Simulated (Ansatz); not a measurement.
The elements of this relaxed trial crystal are hidden behind letters.

```
lattice vectors (Å)
   2.8447    0.0000    0.0000
  -1.4224    2.4636    0.0000
   0.0000    0.0000   22.2208
fractional positions
X 0.6667 0.3333 0.1004
X 0.6667 0.3333 0.3012
X 0.6667 0.3333 0.6988
X 0.6667 0.3333 0.8996
Z 0.3333 0.6667 0.0000
Z 0.3333 0.6667 0.2011
Z 0.3333 0.6667 0.4070
Z 0.3333 0.6667 0.5930
Z 0.3333 0.6667 0.7989
Z 0.6667 0.3333 0.5000
```

These are results of DFT PBE, scalar-relativistic, plane waves, PAW (Ansatz), not measurements. Settings of the last relaxation (10-atom cell): 420 eV, 18×18×2 k points, Gaussian smearing of 0.10 eV, no spin polarisation.

```
Space group                                 : P-6m2 (No. 187)
Conventional cell                           : a = 2.845 Å, c = 22.221 Å
Volume per atom                             : 15.57 Å³
Density                                     : 14.18 g/cm³
Energy over the elements                    : +0.04 eV/atom
Gap on the 18×18×2 mesh of the 10-atom cell : 0 eV (a metal)
```

Energies are uncorrected and count from the elements' standard states at the same level.

Question: X is a d-block element of period 6 and Z is a d-block element of period 5. Which elements are they?

Answer: X = Ta, Z = Ru, so the formula is Ta2Ru3. Density times volume gives a mean mass of 14.18 × 15.57/1.6605 = 133.0 u per atom, and this set has 133.0 u. Around Ta on its first site lie 6 Ru at 2.77–2.78 Å and 6 Ta at 2.84 Å; around Ta on its second site lie 6 Ru at 2.76–2.87 Å and 6 Ta at 2.84 Å; Ru on a site of symmetry -6m2 is surrounded by 6 Ta at 2.77 Å and 6 Ru at 2.84 Å; 3 more sites not described. Other sets within the hints have nearly the same mass, so mass alone doesn't settle it; this one was computed.

Spin–orbit coupling, which can matter for Ta, is left out. Symmetry constrained the relaxation, so the result can be a saddle point.
